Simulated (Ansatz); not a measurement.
YRh (CsCl type, Pm-3m), LDA (plane waves, PAW; program Ansatz), all energies at zero smearing, with the estimated change up to a 700 eV cutoff added, with one set of potentials and settings (totals compare only within such a set). Cell of 2 atoms (1 Y, 1 Rh): -10025.857 eV.

| element | reference phase | E (eV/atom) |
|---|---|---|
| Y | P6_3/mmc, 2 atoms in the cell | -3745.5584 |
| Rh | Fm-3m, 1 atoms in the cell | -6278.6507 |

Formation energy per atom, worked out: (-10025.857 − 1×(-3745.5584) − 1×(-6278.6507))/2 = -0.824 eV/atom (-79 kJ per mol of atoms), at 0 K, without zero-point energy or fitted corrections.

The workflow started from a Materials Project entry (that database holds measured and hypothetical structures alike); the Crystallography Open Database files this formula in space group No. 221, but the cells were not matched. Whether it is the stable phase at ambient conditions was not checked. The LDA relaxation kept the symmetry of its start; of distortions, only those at the zone centre were tested. No spin polarisation was allowed. The references are the lowest solids computed at this level, not always the standard phases.

Potentials: the later of the program's two PAW sets.
